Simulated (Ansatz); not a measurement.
Cell and atoms are relaxed with the symmetry kept. Start:

```
Ti Sn
1.0
     5.91218    0.00000    0.00000
    -2.95609    5.12010    0.00000
     0.00000    0.00000    4.75622
Ti Sn
6 2
Direct
  0.16425 0.32850 0.75000
  0.67150 0.83575 0.75000
  0.16425 0.83575 0.75000
  0.83575 0.67150 0.25000
  0.32850 0.16425 0.25000
  0.83575 0.16425 0.25000
  0.66667 0.33333 0.75000
  0.33333 0.66667 0.25000
```

Level of theory: DFT PBEsol, scalar-relativistic, plane waves, PAW (Ansatz).

Settings: cutoff 420 eV, Γ-centred mesh 6×6×8 on the computed 8-atom cell, Gaussian smearing of 0.10 eV; no spin polarisation.

Problem. What does it relax to?

Solution. The volume decreases by 0.65 Å³/atom to 17.35 Å³/atom, and the energy falls by 8.9 meV/atom. Final structure:
```cif
data_structure
_symmetry_space_group_name_H-M 'P 1'
_symmetry_Int_Tables_number 1
_cell_length_a 5.8393
_cell_length_b 5.8393
_cell_length_c 4.7003
_cell_angle_alpha 90.000
_cell_angle_beta 90.000
_cell_angle_gamma 120.000
_cell_volume 138.80
loop_
_atom_site_label
_atom_site_type_symbol
_atom_site_fract_x
_atom_site_fract_y
_atom_site_fract_z
_atom_site_occupancy
Ti1 Ti 0.16416 0.32833 0.75000 1
Ti2 Ti 0.67167 0.83584 0.75000 1
Ti3 Ti 0.16416 0.83584 0.75000 1
Ti4 Ti 0.83584 0.67167 0.25000 1
Ti5 Ti 0.32833 0.16416 0.25000 1
Ti6 Ti 0.83584 0.16416 0.25000 1
Sn1 Sn 0.66667 0.33333 0.75000 1
Sn2 Sn 0.33333 0.66667 0.25000 1
```

Cost: 1 run of about 0.9 core-minutes, on Intel Xeon Platinum 8559C (Emerald Rapids) (shared hosts).